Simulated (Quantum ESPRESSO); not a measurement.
TaNb2O7F, a curve over strain

A calculation, not a measurement. The program is pw.x of Quantum ESPRESSO 7.5 (plane-wave density functional theory). The cell is made up: 11 atoms on a fluorite lattice with one site empty, with randomly drawn elements, strain and displacements, not relaxed. PseudoDojo standard norm-conserving files (v0.5 for PBE, v0.4.1 for LDA and PBEsol) set the functional; there is no spin polarisation, spin-orbit coupling or dispersion term, and the masses in the input are unused placeholders. A spin-polarised start on this cell or one of its family kept no moment above 0.05 Bohr magneton at the same smearing; a narrower smearing was not tried.

Seven runs add a strain to one cell (the same along x and y); the atoms follow the cell and are not relaxed. Stress in the table is positive in tension.

Input of the run at +0.0015:

```
&control calculation='scf', pseudo_dir='./dojo.nc.sr.pbe.v0_5.standard.upf', outdir='./o', disk_io='low', tprnfor=.true., tstress=.true. /
&system ibrav=0, nat=11, ntyp=4, nbnd=50, ecutwfc=84.00895049, nosym=.true., tot_charge=0,
 occupations='smearing', smearing='fd', degauss=0.0018374661
/
&electrons conv_thr=7.350e-09, electron_maxstep=60, /
ATOMIC_SPECIES
F 1.0 F.upf
Nb 1.0 Nb.upf
O 1.0 O.upf
Ta 1.0 Ta.upf
CELL_PARAMETERS angstrom
5.0246 0.0 0.0
0.0 5.0246 0.0
0.0 0.0 5.0171
ATOMIC_POSITIONS angstrom
Ta -0.0404 0.0254 -0.0043
Nb -0.0267 2.4531 2.5398
Nb 2.4205 2.4925 0.0071
O 1.2421 1.2314 1.2234
O 1.281 1.2434 3.7265
O 1.3038 3.7922 1.2775
O 1.3154 3.7501 3.7755
O 3.7376 1.2842 1.2407
F 3.8047 1.267 3.7477
O 3.8124 3.8001 1.2639
O 3.8461 3.7028 3.8604
K_POINTS automatic
5 5 4 1 1 1
```

| added strain | free energy less that of the input shown (eV) | stress xx (GPa) | stress yy (GPa) | stress zz (GPa) | stress xy (GPa) | pressure (GPa) | next band up at Gamma (eV) | iterations |
| --- | --- | --- | --- | --- | --- | --- | --- | --- |
| -0.0249 | -0.4255 | 2.46 | 3.37 | 12.99 | 0.62 | -6.28 | 0.413 | 20 |
| -0.0188 | -0.3813 | 6.10 | 7.02 | 13.82 | 0.67 | -8.98 | 0.416 | 20 |
| -0.0154 | -0.3420 | 8.02 | 8.96 | 14.24 | 0.69 | -10.41 | 0.414 | 19 |
| +0.0015 | 0.0000 | 16.69 | 17.69 | 15.95 | 0.80 | -16.78 | 0.384 | 20 |
| +0.0100 | 0.2580 | 20.52 | 21.54 | 16.59 | 0.85 | -19.55 | 0.360 | 19 |
| +0.0140 | 0.3968 | 22.20 | 23.23 | 16.84 | 0.87 | -20.76 | 0.347 | 21 |
| +0.0166 | 0.4935 | 23.26 | 24.30 | 17.00 | 0.88 | -21.52 | 0.338 | 21 |

A cubic fit gives a slope of stress xx against the added strain of 477 GPa at zero added strain, with the atoms clamped. Across the table the free energy follows the integral of the stress to within 3.1 meV. A rerun of one of the cells at a cutoff of 1467 eV and k mesh 7 x 7 x 6 moved values by no more than 0.002 eV in energy, 0.08 GPa in stress and 0.005 eV/Å in force. The band column is the level of band 45 at Gamma less that of band 44, whose number is half the electron count, rounded up; it comes from a band step after each run.